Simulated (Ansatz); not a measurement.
# Course of a relaxation: GeCl₃

A trial structure of GeCl₃ was built thus: random cell by space group and Wyckoff sites (I4/mmm, No. 139). The dimensions are guesses.

```
CELL_PARAMETERS angstrom
-2.91865 2.91865 3.21666
2.91865 -2.91865 3.21666
2.91865 2.91865 -3.21666
ATOMIC_POSITIONS crystal
Ge 0.50000 0.50000 0.00000
Cl 0.75000 0.25000 0.50000
Cl 0.25000 0.75000 0.50000
Cl 0.00000 0.00000 0.00000
```

All numbers below come from Ansatz 0.2.0, DFT PBE, scalar-relativistic, plane waves, PAW. Cutoff 420 eV, Gaussian smearing, Γ-centred meshes. Cell and atoms relax first on a coarse mesh and then on a finer one. In between, the cell is made exact in the group found at 0.06 Å. In metals the finer mesh still leaves noise of several meV/atom or more. The steps can't lower the symmetry of their start. No spin polarisation.

Steps on the 4×4×4 mesh (4 atoms, 10 steps). The free energy counts from the last step; the plane-wave basis is renewed at times, which shifts energy and pressure.

| step | ΔF (meV/atom) | V (Å³/atom) | P (GPa) |
| --- | --- | --- | --- |
| 1 | 212.9 | 27.40 | -5.63 |
| 2 | 119.1 | 24.62 | -3.92 |
| 3 | 69.4 | 22.78 | -1.48 |
| 4 | 54.5 | 21.74 | 1.38 |
| 5 | 46.7 | 21.96 | 1.53 |
| 6 | 9.4 | 23.09 | 1.85 |
| 7 | 1.4 | 25.20 | 0.14 |
| 8 | 3.3 | 25.20 | -1.03 |
| 9 | 0.1 | 24.97 | -0.10 |
| 10 | 0.0 | 24.97 | -0.08 |

The relaxed structure, after a last relaxation on the converged mesh:

```cif
data_structure
_symmetry_space_group_name_H-M 'P 1'
_symmetry_Int_Tables_number 1
_cell_length_a 5.0899
_cell_length_b 5.0899
_cell_length_c 5.0899
_cell_angle_alpha 104.684
_cell_angle_beta 104.684
_cell_angle_gamma 119.539
_cell_volume 99.12
loop_
_atom_site_label
_atom_site_type_symbol
_atom_site_fract_x
_atom_site_fract_y
_atom_site_fract_z
_atom_site_occupancy
Ge1 Ge 0.50000 0.50000 0.00000 1
Cl1 Cl 0.75000 0.25000 0.50000 1
Cl2 Cl 0.25000 0.75000 0.50000 1
Cl3 Cl 0.00000 0.00000 0.00000 1
```

The symmetry stays I4/mmm (No. 139). The volume per atom shrinks by 9.6 %, from 27.4 to 24.8 Å³. The shortest distance goes from 3.22 Å (Ge–Cl and Cl–Cl) to 2.56 Å (Ge–Cl and Cl–Cl). The ratio c/a of the conventional cell changes by a factor of 0.75. The energy falls by about 0.26 eV/atom (the start's value is from the coarse mesh). Ge has 2 Cl at 2.56 Å; Cl on a site of symmetry -4m2 has 2 Cl at 2.56 Å; Cl on a site of symmetry 4/mmm has 2 Ge at 2.56 Å.

```json
{
 "Volume per atom": "24.8 Å³",
 "Density": "3.0 g/cm³",
 "Formation energy": "−0.16 eV/atom",
 "Gap on the 12×12×12 mesh of the 4-atom cell": "0 eV (a metal)"
}
```

Energies over the elements count from the elements' standard structures at the same level (Cl₂ as a molecule), with no fitted energy shifts.

The last run used Gaussian smearing of 0.10 eV. Weakly bound directions are ill-defined at this level, which has no dispersion term. An odd number of electrons in the primitive cell allows no gap without spin; a larger cell or a magnetic state could open one. Symmetry constrained the relaxation, so the result can be a saddle point. In all, the 3 runs took 87 s on 1 thread of Arm Neoverse V2, with other jobs on the host. Another cell of GeCl3 relaxed alike, in Pm-3m, lies 0.47 eV/atom lower, so this cell isn't the stable form at this level.
